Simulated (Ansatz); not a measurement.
**BiTe (space group P-3m1), energy against volume**

BiTe (space group P-3m1)

Space group P-3m1 (No. 164); a = 4.4225 Å, b = 4.4225 Å, c = 23.9294 Å, α = 90.00°, β = 90.00°, γ = 120.00°

```csv
atom,site,symmetry,x,y,z
Bi,2d,3m.,0.3333,0.6667,0.2917
Bi,2c,3m.,0.0000,0.0000,0.1246
Bi,2d,3m.,0.6667,0.3333,0.4648
Te,2d,3m.,0.3333,0.6667,0.0532
Te,2c,3m.,0.0000,0.0000,0.3639
Te,2d,3m.,0.6667,0.3333,0.2087
```

The volume is varied about the relaxed value V₀ at fixed cell shape. The atoms relax within the cell's symmetry.

All values below come from PBE-D3(BJ) (plane waves to 420 eV, PAW, scalar-relativistic; Ansatz, a program for electronic structure). k mesh 7×7×2 (Γ-centred), Fermi-Dirac smearing 0.05 eV. E stands for the smeared free energy. Compression counts positive. With the shape held, the modulus is that of even scaling; a crystal free to change shape is softer. BiTe was relaxed with its symmetry unable to fall. Spin-orbit coupling is left out, though Bi and Te are heavy. The zero of ΔE is the relaxed starting cell.

```tsv
V/V₀	ΔE (meV/atom)	P (GPa)
0.940	17.7	3.01
0.950	12.0	2.42
0.960	7.5	1.87
0.970	4.1	1.35
0.980	1.8	0.86
0.990	0.4	0.42
1.000	0.0	0.00
1.010	0.4	-0.38
1.020	1.6	-0.74
1.030	3.5	-1.07
1.040	6.1	-1.37
1.050	9.2	-1.65
1.060	13.0	-1.90
```

What the scan shows:

| Quantity | Value |
|---|---|
| Pressure at the smallest volume | 3.01 GPa |
| Energy cost of the largest compression | 17.7 meV/atom |
| Energy cost of the largest expansion | 13.0 meV/atom |
| Bulk modulus at fixed cell shape B₀ (third-order Birch-Murnaghan fit) | 39.8 GPa |
| Pressure derivative B₀′ (fit) | 6.6 |
| Equilibrium volume of the fit | 33.78 Å³/atom |
| Pressure for 5 % compression (fit) | 2.4 GPa |

(A scan under strain: stresses follow from slopes of the energy per volume, elastic moduli from its curvatures.)
